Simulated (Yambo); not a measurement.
```
Na2PtH6
1.0
    0.00000     3.62932     3.62932
    3.62932     0.00000     3.62932
    3.62932     3.62932     0.00000
H Na Pt
6 2 1
Direct
  0.77446   0.77446   0.22554
  0.22554   0.22554   0.77446
  0.22554   0.77446   0.77446
  0.77446   0.22554   0.22554
  0.77446   0.22554   0.77446
  0.22554   0.77446   0.22554
  0.75000   0.75000   0.75000
  0.25000   0.25000   0.25000
  0.00000   0.00000   0.00000
```

Workflow: PBEsol (Quantum ESPRESSO, PseudoDojo norm-conserving, 88 Ry, scalar-relativistic), then G0W0 in Yambo (4×4×4 Γ-centred k mesh, bands 7 to 140 and a 7 Ry block in the screening, 140 bands in G with the Bruneval-Gonze terminator, plasmon pole fitted at 27.2 eV).

Question: Give the PBEsol and G0W0 gaps between the band edges found on this mesh, and say where the edges lie.

Answer: Edges: (0, 0.25, -0.25) → X. PBEsol: 3.47 eV; G0W0: 5.73 eV. Nearest settings tried, and what they do to the gap: 67 bands in W: -51 meV; 3 Ry block (65 vectors against 229): -205 meV. Not varied: bands in G, mesh. So the settings aren't converged at that level. Without spin-orbit coupling, band edges of such heavy elements can be off by tenths of an eV.

Geometry of the Materials Project entry, not relaxed at this level.

The structure is a Materials Project entry; no match was found in the copy of COD used, and its stability was not checked.
